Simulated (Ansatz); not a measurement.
Ta2O5:
```cif
data_O5Ta2
_chemical_formula_sum 'Ta2 O5'
_space_group_name_H-M_alt 'P 1'
_space_group_IT_number 1
_cell_length_a 3.66927
_cell_length_b 3.85793
_cell_length_c 6.43150
_cell_angle_alpha 90.000
_cell_angle_beta 90.000
_cell_angle_gamma 90.000
loop_
_space_group_symop_operation_xyz
  'x, y, z'
loop_
_atom_site_label
_atom_site_type_symbol
_atom_site_fract_x
_atom_site_fract_y
_atom_site_fract_z
_atom_site_occupancy
Ta1 Ta 0.50000 0.00000 0.50000 1
Ta2 Ta 0.00000 0.00000 0.00000 1
O1 O 0.50000 0.50000 0.50000 1
O2 O 0.00000 0.00000 0.67925 1
O3 O 0.00000 0.00000 0.32075 1
O4 O 0.00000 0.50000 0.00000 1
O5 O 0.50000 0.00000 0.00000 1
```

Relaxed with PBEsol. Plane-wave PAW PBEsol (Ansatz code) gives a gap of 0.32 eV.

What gap does HSE06 give on the same cell (Ansatz, PAW)?

1.57 eV, 1.25 eV more. The hybrid was solved on a coarser mesh and at special points; its gap is the smallest among all of these.

```
k  v1 PBEsol  c1 PBEsol  v1 HSE06  c1 HSE06
-  ---------  ---------  --------  --------
Γ      -0.73       0.43     -0.78      1.87
X      -1.27       0.32     -1.23      1.57
Z      -0.73       0.88       [?]       [?]
U      -1.11       0.37     -1.21      1.62
Y      -0.88       0.68       [?]       [?]
S       0.00       0.53       [?]       [?]
T      -1.56       1.33       [?]       [?]
R       0.00       0.92      0.00      2.43
```

Top valence (v1) and lowest conduction level (c1) in eV from each method's valence maximum (which need not be a listed point): supply the withheld HSE06 values.


- S, v1 HSE06: 0.00
- S, c1 HSE06: 2.03
- Y, v1 HSE06: -0.91
- Y, c1 HSE06: 2.16
- Z, v1 HSE06: -0.78
- Z, c1 HSE06: 2.20
- T, v1 HSE06: -1.59
- T, c1 HSE06: 2.81

Cost on shared cores: the PBEsol run (SCF on a 8×7×5 mesh, then bands and DOS) roughly 60 core-seconds, the HSE06 run (SCF on 5×4×3, then a few points) about 2.5 core-minutes (a rough figure); the tasks are unlike.

Space group Pmmm. The first step of the workflow began from a Materials Project structure, measured or hypothetical; the Crystallography Open Database copy checked does not list it. COD files the formula under space group No. 49, so this cell is another polymorph or a model. Its standing as an ambient phase is unchecked. Symmetry was held in the PBEsol relaxation. At this level the phase is dynamically unstable (imaginary phonons). The run is not spin-polarised. Scalar-relativistic: spin–orbit coupling is off unless named, which matters more the heavier the elements.

Potentials: the earlier of the program's two PAW sets.
